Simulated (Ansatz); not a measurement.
VBiO₄ in space group I4_1/a (No. 88; V on 4a, Bi on 4b, O on 16f), DFT-r²SCAN in the program Ansatz with PAW potentials, all energies at zero smearing, with the estimated change up to a 700 eV cutoff added, with one set of potentials and settings (totals compare only within such a set). Cell of 12 atoms (2 V, 2 Bi, 8 O): -35209.541 eV.

```csv
element,reference phase,E (eV/atom)
V,"Im-3m, 1 atoms in the cell",-2917.0669
Bi,"R-3m, 2 atoms in the cell",-12411.0586
O,"C2/m, 4 atoms in the cell, spin-polarised",-566.0281
```

Formation energy per atom, worked out: (-35209.541 − 2×(-2917.0669) − 2×(-12411.0586) − 8×(-566.0281))/12 = -2.089 eV/atom (-202 kJ per mol of atoms), at 0 K, without zero-point energy or fitted corrections.

The cell was relaxed with r²SCAN under the symmetry of its start. No spin polarisation was allowed. No Hubbard U is applied. The references are the lowest solids computed at this level, not always the standard phases (solids in place of the gases). Spin–orbit coupling is left out wherever it is not named.

Potentials: the later of the program's two PAW sets.
